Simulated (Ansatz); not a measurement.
CaScO₂F in space group P4/mmm (No. 123; Ca on 1d, Sc on 1a, O on 2f, F on 1b) under volume change, plane-wave PAW r²SCAN (Ansatz code), shape and atoms relaxed at each volume.

```
V (Å³/atom)  E − E(relaxed) (meV/atom)     P (GPa)
-----------  -------------------------  ----------
12.020                            53.0       15.50
12.416                            22.3        9.49
12.812                      (withheld)  (withheld)
13.208                             0.0        0.00
13.605                      (withheld)  (withheld)
14.001                            18.0       -6.92
14.397                            38.6       -9.64
```

Q: Fill in the missing entries.

A: 
- 12.812, E − E(relaxed) (meV/atom): 5.3
- 12.812, P (GPa): 4.38
- 13.605, E − E(relaxed) (meV/atom): 4.7
- 13.605, P (GPa): -3.73

Q: What does a third-order Birch–Murnaghan fit give for V₀, B₀ and B′?

A: V₀ = 13.21 Å³/atom, B₀ = 134 GPa, B′ = 4.2.

The start of the workflow was typed in or built on a structure type; neither database checked (COD, Materials Project) lists it. Whether it is the stable phase at ambient conditions was not checked. The r²SCAN relaxation kept the symmetry of its start; whether a distortion lowers the energy is not shown. No spin polarisation was allowed.

Potentials: the earlier of the program's two PAW sets. The files were generated under PBE; for other functionals the program regenerates the frozen cores, and for LDA and PBEsol the local potential too.
